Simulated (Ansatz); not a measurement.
A geometry of SrTiO$_{3}$ away from equilibrium: step 2 of the relaxation of a relaxed SrTiO3 cell shaken by Gaussian noise of σ = 0.08 Å a coordinate. The numbers are results of PBE (plane waves to 420 eV, PAW, scalar-relativistic; Ansatz, an electronic-structure program), not measurements. Γ-centred k-mesh 5×5×5 on the run's cell (coarser than for final values), Fermi–Dirac smearing 0.05 eV.

```xyz
10
Lattice="2.6679 -6.9423 0.0020 2.7368 6.9688 0.0095 0.0104 0.0026 4.8899" Properties=species:S:1:pos:R:3:forces:R:3 pbc="T T T" free_energy=-15503.413 pressure_GPa=-0.1
O      2.7637    -3.2917     1.3290   -0.1447   -0.0888   -0.1047
O      2.8231     3.6109     3.6555   -0.0171   -0.0879    0.0849
O      2.6381     6.1169     1.4856    0.4908   -0.8505   -0.9046
O      2.7757    -6.1390     3.3750   -0.1073   -0.3616   -0.5299
O      2.7666     0.8442     1.5236   -0.3446   -0.2940    0.1462
O      2.6090    -0.8716     3.3811    1.6249   -0.5313    0.7592
Sr     2.6152     3.4259     1.2160    0.0006    0.3919    0.1867
Sr     2.5930    -3.5152     3.7817    0.0836    0.3020   -0.2859
Ti     1.4008    -0.1512     2.3710   -0.5936    1.2639   -0.6377
Ti     4.1104    -0.0070     2.4720   -0.9927    0.2564    1.2855
```

Positions in Å, forces in eV/Å, free energy of the cell in eV (comparable only within this code, potentials and settings). Largest force: 1.87 eV/Å, on O6 (atoms numbered as listed); the geometry lies 0.52 eV/atom above the end of its relaxation.

No spin polarisation in the result.

The end of the path is a generated cell of SrTiO3: the first start was made by a random draw of sites in a space group, and the end was not matched to a known phase here, so it may be hypothetical. Known forms of SrTiO3 include space group No. 221.
